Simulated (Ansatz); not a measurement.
TiO2 in space group Pnma (No. 62; Ti on 4c, O on 4c, O on 4c), the program Ansatz at the r²SCAN level (PAW), all energies at zero smearing, with the estimated change up to a 700 eV cutoff added, with one set of potentials and settings (totals compare only within such a set). Cell of 12 atoms (4 Ti, 8 O): -14584.562 eV.

```
element                            reference phase  E (eV/atom)
-------  -----------------------------------------  -----------
Ti                     P6/mmm, 3 atoms in the cell   -2504.3896
O        C2/m, 4 atoms in the cell, spin-polarised    -566.0281
```

Formation energy per atom, worked out: (-14584.562 − 4×(-2504.3896) − 8×(-566.0281))/12 = -3.232 eV/atom (-312 kJ per mol of atoms), at 0 K, without zero-point energy or fitted corrections.

The first step of the workflow began from a Materials Project structure, measured or hypothetical; the Crystallography Open Database files this formula in space group No. 62, but the cells were not matched. It is not the phase usual at ambient conditions (space group No. 61, 136, 141). Symmetry was held in the r²SCAN relaxation; its stability against distortions is not shown here. The run is not spin-polarised. The references are the lowest solids computed at this level, not always the standard phases (solids in place of the gases).

Potentials: the later of the program's two PAW sets.
